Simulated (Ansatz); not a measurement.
InP:
```
CELL_PARAMETERS angstrom
      0.00000     2.97965     2.97965
      2.97965     0.00000     2.97965
      2.97965     2.97965     0.00000
ATOMIC_POSITIONS crystal
  In 0.00000 0.00000 0.00000
  P  0.75000 0.75000 0.75000
```

Relaxed with PBE. Special points in fractions of this cell's reciprocal vectors: Γ (0.000, 0.000, 0.000); X (0.500, 0.000, 0.500); U (0.625, 0.250, 0.625); K (0.375, 0.375, 0.750); L (0.500, 0.500, 0.500); W (0.500, 0.250, 0.750).

### Question
List the band energies nearest the valence-band maximum at these points for DFT-PBE in the program Ansatz with PAW potentials.

### Answer
In eV from the valence-band maximum; about four levels below and three above (degenerate sets whole), none deeper than 8.9 eV; points with the same levels are listed once.

| k | below | above |
|---|---|---|
| Γ | 0.00 0.00 0.00 | 0.44 4.09 4.09 4.09 |
| X | -5.54 -2.16 -2.16 | 1.85 2.27 8.91 |
| U | -5.40 -3.07 -1.80 | 2.38 4.29 7.36 |
| L | -5.47 -0.90 -0.90 | 1.38 4.80 4.80 |
| W | -5.40 -2.75 -2.69 | 4.18 4.29 5.44 |

Space group F-43m (zinc blende). The cell was relaxed with PBE under the symmetry of its start. Spin–orbit coupling is left out wherever it is not named.

Potentials: the later of the program's two PAW sets.
